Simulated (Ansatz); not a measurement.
Co5Ge7:
Space group I4mm (No. 107); a = b = 7.638 Å, c = 5.807 Å, α = β = γ = 90.00°

```
atom  site  symmetry       x       y       z
----  ----  --------  ------  ------  ------
Ge      8c       ..m  0.2852  0.2852  0.0061
Ge      4b      2mm.  0.0000  0.5000  0.4207
Ge      2a       4mm  0.0000  0.0000  0.8992
Co      8d       .m.  0.0000  0.2418  0.1794
Co      2a       4mm  0.0000  0.0000  0.5036
```
(The calculation used a cell of 12 atoms; values per cell refer to that cell.)

This is the PBE-relaxed structure.

Q: All from PBE in the plane-wave PAW code Ansatz, unless another level is named. Estimate the electronic character.

A: metallic (no gap).

Q: What about the density of states at the Fermi level?

A: 0.42 states/eV per atom (mean over ±0.08 eV).

Q: Predict the formation energy from the elements (no fitted shifts).

A: -0.19 eV/atom.

The start of the workflow was typed in or built on a structure type; neither database checked (COD, Materials Project) lists it. Whether it is the stable phase at ambient conditions was not checked. Symmetry was held in the PBE relaxation; its stability against distortions is not shown here. The workflow began spin-polarised and lost its moments. The references are the lowest solids computed at this level, not always the standard phases. Scalar-relativistic: spin–orbit coupling is off unless named, which matters more the heavier the elements.

Potentials: the earlier of the program's two PAW sets.
